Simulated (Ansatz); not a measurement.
A relaxation computed with Ansatz, from input to last step.

```yaml
crystal:
  lattice:
    - [4.3112784588, 0.0, 0.0]
    - [0.8548702518, 4.7156636509, 0.0]
    - [-1.6728980996, -0.9095541503, 6.6455425996]
  atoms:
    - { symbol: Rb, position: [0.5867707311, 0.2932560013, 0.7868728646] }
    - { symbol: Rb, position: [0.7975864268, 0.6210435324, 0.2469317455] }
    - { symbol: H, position: [0.7963785632, 0.6268048433, 0.9457700573] }
    - { symbol: H, position: [0.2748352101, 0.5688804823, 0.2663131416] }
    - { symbol: H, position: [0.58581044, 0.4474872827, 0.5359679904] }
    - { symbol: H, position: [0.1529180609, 0.3162890181, 0.5240064939] }
basis:
  ecutwfc: 420
kpoints:
  mp_grid: { grid: [4, 4, 4] }
hamiltonian:
  xc: pbe
scf:
  occupations: { method: gaussian, width: 0.1 }
  lower_state_search: "off"
output:
  forces: true
  stress: true
  eigenvalues: true
relax:
  adjacent_minimum: "off"
  f_tol: 0.04
  max_steps: 70
  cell: { stress_tol: 0.4 }
```

```bash
ansatz run input.yaml --threads 1 --pin off --max-ram 2560MiB --backend cpu --events-out ev --progress --plain --runs-dir out
```

Computed with Ansatz, DFT PBE, scalar-relativistic, plane waves, PAW.

Of 27 frames 10 are shown, positions in Å and forces in eV/Å; the SCF threshold varies from step to step. Steps run on the plane waves of an earlier cell, with a Pulay correction in the pressure. The basis is chosen afresh for the last frame, the zero of the energies, and at times for earlier ones too; energy and pressure step there, also at an unchanged geometry. The mark taken_back stands on steps that the optimiser undid.

```xyz
6
Lattice="4.3113 0.0000 0.0000 0.8549 4.7157 0.0000 -1.6729 -0.9096 6.6455" Properties=species:S:1:pos:R:3:forces:R:3 pbc="T T T" step=1 free_energy_over_end_meV_per_atom=1118.05 pressure_GPa=6.53
Rb    1.4641    0.6672    5.2292   -1.1052   -2.7722    0.9487
Rb    3.5564    2.7040    1.6410   -1.4960    0.4047    1.8236
H     2.3871    2.0956    6.2852    1.6489    1.8918   -0.4977
H     1.2257    2.4404    1.7698    1.5732   -0.3785    0.4924
H     2.0115    1.6227    3.5618    0.1373    0.6942   -2.3588
H     0.0530    1.0149    3.4823   -0.7582    0.1600   -0.4083
6
Lattice="4.3834 0.0912 -0.0683 0.9689 4.7718 -0.0120 -1.8255 -0.9500 6.9250" Properties=species:S:1:pos:R:3:forces:R:3 pbc="T T T" step=4 free_energy_over_end_meV_per_atom=423.73 pressure_GPa=0.66
Rb    1.3427    0.4005    5.4857   -0.0249   -0.4145    0.0930
Rb    3.6593    3.0135    1.8408    0.4343    0.7557    0.2143
H     2.6197    2.4054    6.3861    0.3500    0.2906    0.0046
H     1.5047    2.2957    2.1688    0.9859   -1.8122    3.0604
H     1.8101    1.7241    3.1757   -1.2233    1.4772   -3.2567
H    -0.1849    1.0245    3.5832   -0.5220   -0.2969   -0.1155
6
Lattice="4.4324 0.1191 -0.0961 1.0091 4.7700 -0.0056 -1.8931 -0.9428 6.9694" Properties=species:S:1:pos:R:3:forces:R:3 pbc="T T T" step=7 free_energy_over_end_meV_per_atom=150.34 pressure_GPa=1.21
Rb    1.3416    0.3943    5.4818    0.0386   -0.1639   -0.0123
Rb    3.7624    3.1563    1.8906    0.1052    0.5895    0.2492
H     2.6754    2.4716    6.4144    0.2301    0.1413    0.0737
H     1.5835    2.2162    2.3542    0.3034   -0.7101    1.0031
H     1.7342    1.7925    3.0091   -0.2981    0.5514   -1.1022
H    -0.2971    0.9406    3.5667   -0.3793   -0.4083   -0.2116
6
Lattice="4.5491 0.1877 -0.1067 1.1073 4.7448 0.0408 -1.9692 -0.8936 7.1039" Properties=species:S:1:pos:R:3:forces:R:3 pbc="T T T" step=10 free_energy_over_end_meV_per_atom=71.24 pressure_GPa=0.45
Rb    1.4338    0.5909    5.6047    0.0277    0.0253    0.0683
Rb    3.9085    3.5271    2.2093   -0.0382    0.1068    0.0716
H     2.8426    2.7133    6.7403    0.0831    0.0136    0.0719
H     1.6702    2.0881    2.2609   -0.0889    0.1619   -0.4499
H     1.8024    1.6699    2.8591    0.1134   -0.1955    0.2301
H    -0.4539    0.6916    3.5868   -0.0971   -0.1121    0.0081
6
Lattice="4.4655 0.3309 -0.0815 1.2474 4.6717 0.1785 -1.9281 -0.7425 7.2424" Properties=species:S:1:pos:R:3:forces:R:3 pbc="T T T" step=13 free_energy_over_end_meV_per_atom=29.05 pressure_GPa=-0.41
Rb    1.5456    1.0405    5.9997    0.0010    0.0234   -0.0302
Rb    3.8145    3.6983    2.5741   -0.0202   -0.0517    0.0326
H     3.1974    3.0589    7.3021    0.0725   -0.0464    0.0785
H     1.6291    1.9004    1.8345    0.0303   -0.0554    0.2699
H     1.8101    1.6559    2.5454   -0.0753    0.1209   -0.3870
H    -0.5222    0.6736    3.9392   -0.0083    0.0094    0.0359
6
Lattice="4.1835 0.4615 -0.0507 1.3343 4.5886 0.2159 -1.7988 -0.7280 7.1849" Properties=species:S:1:pos:R:3:forces:R:3 pbc="T T T" step=15 free_energy_over_end_meV_per_atom=10.29 pressure_GPa=-0.03
Rb    1.5493    1.2657    6.1934    0.0153   -0.0381   -0.1264
Rb    3.5235    3.6485    2.7319   -0.0459    0.0168    0.1172
H     3.4196    3.1621    7.4708    0.0166    0.0115    0.0676
H     1.5115    2.0147    1.5473   -0.0086    0.0676   -0.0228
H     1.6794    1.6070    2.1826   -0.0083   -0.0385   -0.0049
H    -0.4321    0.5558    4.0849    0.0308   -0.0192   -0.0306
6
Lattice="4.0675 0.5537 -0.0239 1.4121 4.6433 0.1033 -1.7319 -0.9370 7.1406" Properties=species:S:1:pos:R:3:forces:R:3 pbc="T T T" step=18 free_energy_over_end_meV_per_atom=5.85 pressure_GPa=0.11 taken_back
Rb    1.7184    1.1518    6.2406   -0.0074    0.0105   -0.0152
Rb    3.3641    3.5457    2.8755   -0.0127    0.1541   -0.0022
H     3.5016    3.2407    7.5151   -0.0088   -0.0108   -0.0104
H     1.4392    2.1813    1.2780   -0.0656    0.4290   -0.2488
H     1.5701    1.5860    1.7474    0.1014   -0.5825    0.3010
H    -0.2677    0.3094    4.1698   -0.0069   -0.0003   -0.0246
6
Lattice="4.0778 0.5801 -0.0498 1.4431 4.5216 0.0073 -1.7814 -1.0509 7.2933" Properties=species:S:1:pos:R:3:forces:R:3 pbc="T T T" step=21 free_energy_over_end_meV_per_atom=1.44 pressure_GPa=-0.08
Rb    1.6981    1.0838    6.3401   -0.0112    0.0065    0.0060
Rb    3.3630    3.4840    2.8491    0.0052    0.0113   -0.0079
H     3.4864    3.0764    7.6548    0.0092   -0.0037    0.0027
H     1.4554    2.0818    1.2358    0.0296   -0.1494    0.0963
H     1.5838    1.3992    1.6259   -0.0273    0.1304   -0.1043
H    -0.3028    0.2479    4.2668   -0.0056    0.0048    0.0073
6
Lattice="4.0654 0.5589 -0.0710 1.4174 4.4792 0.0177 -1.8048 -1.0146 7.2343" Properties=species:S:1:pos:R:3:forces:R:3 pbc="T T T" step=24 free_energy_over_end_meV_per_atom=2.23 pressure_GPa=-0.10 taken_back
Rb    1.6549    1.1742    6.3603   -0.0092    0.0067   -0.0895
Rb    3.3310    3.4422    2.8336    0.0020    0.0134    0.0718
H     3.4641    3.1586    7.6602    0.0067   -0.0617    0.0722
H     1.4304    2.0121    1.1681    0.0670   -0.4230    0.1134
H     1.5345    1.2458    1.3896   -0.0666    0.4713   -0.1205
H    -0.3218    0.2702    4.3280    0.0002   -0.0067   -0.0475
6
Lattice="4.0739 0.5589 -0.0595 1.4192 4.5039 0.0236 -1.7904 -1.0144 7.2547" Properties=species:S:1:pos:R:3:forces:R:3 pbc="T T T" step=27 free_energy_over_end_meV_per_atom=0.00 pressure_GPa=0.03
Rb    1.6662    1.1417    6.3337    0.0002    0.0030   -0.0024
Rb    3.3455    3.4776    2.8530    0.0009   -0.0039    0.0010
H     3.4769    3.1282    7.6738    0.0000    0.0015    0.0006
H     1.4426    2.0351    1.2152   -0.0002   -0.0031   -0.0006
H     1.5561    1.3155    1.5098   -0.0005    0.0001   -0.0026
H    -0.3147    0.2769    4.2751   -0.0003    0.0024    0.0041
```

The start is a random arrangement. At the end the space group is P1 (tolerance 0.05 Å).

It took 3.4 min on 1 thread of Arm Neoverse V2, on a shared host, peak memory 0.36 GiB.

The k mesh is coarse.